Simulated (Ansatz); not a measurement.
Mo: phonons across the zone

Level of theory: DFT LDA, scalar-relativistic, plane waves, PAW in Ansatz 0.2.0. Cutoff 420 eV, 20×20×20 k-points (Γ-centred), Fermi-Dirac smearing of 0.15 eV. No spin polarisation. Phonons by linear response, acoustic sum rule imposed.

The cell, relaxed at this level:
```
CELL_PARAMETERS angstrom
-1.55595 1.55595 1.55595
1.55595 -1.55595 1.55595
1.55595 1.55595 -1.55595
ATOMIC_POSITIONS crystal
Mo 0.00000 0.00000 0.00000
```

In a metal, frequencies and elastic constants depend on the k mesh and the smearing, soft modes and shear constants most. The q mesh is coarse, so values between its points are rough.

Force constants from linear response on a 2×2×2 q mesh.

Q: Is the structure dynamically stable on this mesh?

A: Yes, on this mesh: no mode is imaginary.

Q: Give the frequencies (cm⁻¹; i marks imaginary ones) at the irreducible q points, in fractions of the reciprocal vectors.

A:
```json
{"q": "0.000 0.000 0.000", "star": "1", "frequencies": "0 0 0"}
{"q": "0.000 0.000 -0.500", "star": "6", "frequencies": "155 196 272"}
{"q": "-0.500 -0.500 -0.500", "star": "1", "frequencies": "180 180 180"}
```

Cost: 1 run of about 1.3 core-minutes, on Intel Xeon Processor @ 2.70GHz (shared hosts).